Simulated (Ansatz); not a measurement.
YH₃O₃: checking a database structure before trusting its electric field gradients

The cell is an entry of the Crystallography Open Database (COD), taken as it stands.

Space group P6_3/m (No. 176); a = 6.2610, c = 3.5440 Å, γ = 120.00°.

```
site  Wyckoff  site symmetry       x       y       z
   Y       2c           -6..  0.3333  0.6667  0.2500
   H       6h            m..  0.2800  0.1700  0.2500
   O       6h            m..  0.3958  0.3116  0.2500
```

One atom of each set is listed.

Method: Kohn–Sham DFT in Ansatz, PBE, plane waves and PAW (field gradients read without the response of the frozen cores, which leaves them typically 4 to 6 % off), scalar-relativistic, 420 eV cutoff, Γ-centred 5×5×7 k-points, Fermi–Dirac smearing 0.02 eV.

Q: Do the atoms and the cell lie near the calculated equilibrium?

A: No. The largest force is 13 eV/Å, on atom 4 (H: 1 O at 0.82 Å), and the pressure is 29.7 GPa, with principal stresses up to 43 GPa in size. Bonds to hydrogen as short as 0.82 Å are the usual result of locating hydrogen with X-rays, and they can account for much of this: hydrogen has to be relaxed before the gradients can be taken for those of the compound.
